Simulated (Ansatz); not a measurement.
Relaxed-ion elastic tensor of OsC (rock salt, Fm-3m) in GPa (Voigt order), PBEsol (plane waves, PAW; program Ansatz); density 16.74 g/cm³, 10.03 Å³ per atom.

```
 594   278   278   0.0   0.0   0.0
 278   594   278   0.0   0.0   0.0
 278   278   594   0.0   0.0   0.0
 0.0   0.0   0.0  -116   0.0   0.0
 0.0   0.0   0.0   0.0  -116   0.0
 0.0   0.0   0.0   0.0   0.0  -116
```

Question: Is the crystal mechanically stable?

Answer: No: the smallest eigenvalue of C is -116 GPa.

The start of the workflow was typed in or built on a structure type; neither database checked (COD, Materials Project) lists it. Its standing as an ambient phase is unchecked. The PBEsol relaxation kept the symmetry of its start. At this level the phase is dynamically unstable (imaginary phonons). The run is not spin-polarised. Its formation energy is positive at this level, so the cell may be metastable or incomplete. As this level gives no gap, shear constants depend on the k-mesh and smearing (Fermi–Dirac, 0.1 eV here). Scalar-relativistic: spin–orbit coupling is off unless named, which matters more the heavier the elements.

Potentials: the later of the program's two PAW sets.
